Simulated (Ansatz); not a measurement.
GaAs (CsCl type, Pm-3m), PBE (plane waves, PAW; program Ansatz), all energies at zero smearing, with the estimated change up to a 700 eV cutoff added, with one set of potentials and settings (totals compare only within such a set). Cell of 2 atoms (1 Ga, 1 As): -8638.797 eV.

```csv
element,reference phase,E (eV/atom)
Ga,"Cmce, 4 atoms in the cell",-3783.0259
As,"R-3m, 2 atoms in the cell",-4856.1443
```

Formation energy per atom, worked out: (-8638.797 − 1×(-3783.0259) − 1×(-4856.1443))/2 = 0.187 eV/atom (18 kJ per mol of atoms), at 0 K, without zero-point energy or fitted corrections.

The cell is a constructed one: a structure type filled with these elements; neither database checked (COD, Materials Project) lists it. It is not the phase usual at ambient conditions (space group No. 216). The PBE relaxation kept the symmetry of its start; its stability against distortions is not shown here. The references are the lowest solids computed at this level, not always the standard phases.

Potentials: the earlier of the program's two PAW sets.
